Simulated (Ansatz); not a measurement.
YSe (rock salt, Fm-3m) under volume change, r²SCAN in the plane-wave PAW code Ansatz, scaled uniformly.

```
V (Å³/atom)  E − E(relaxed) (meV/atom)  P (GPa)
-----------  -------------------------  -------
21.723                            60.0     9.73
22.439                            25.2     5.95
23.156                             6.0     2.74
23.872                             0.0     0.00
24.588                             5.4    -2.33
25.304                            20.3    -4.32
26.020                            43.5    -6.01
```

Task: What does a third-order Birch–Murnaghan fit give for V₀, B₀ and B′?

Result: V₀ = 23.87 Å³/atom, B₀ = 84.0 GPa, B′ = 4.3.

The workflow started from an entry of the Crystallography Open Database (COD). Its standing as an ambient phase is unchecked. Symmetry was held in the r²SCAN relaxation; its stability against distortions is not shown here. The run is not spin-polarised.

Potentials: the later of the program's two PAW sets.
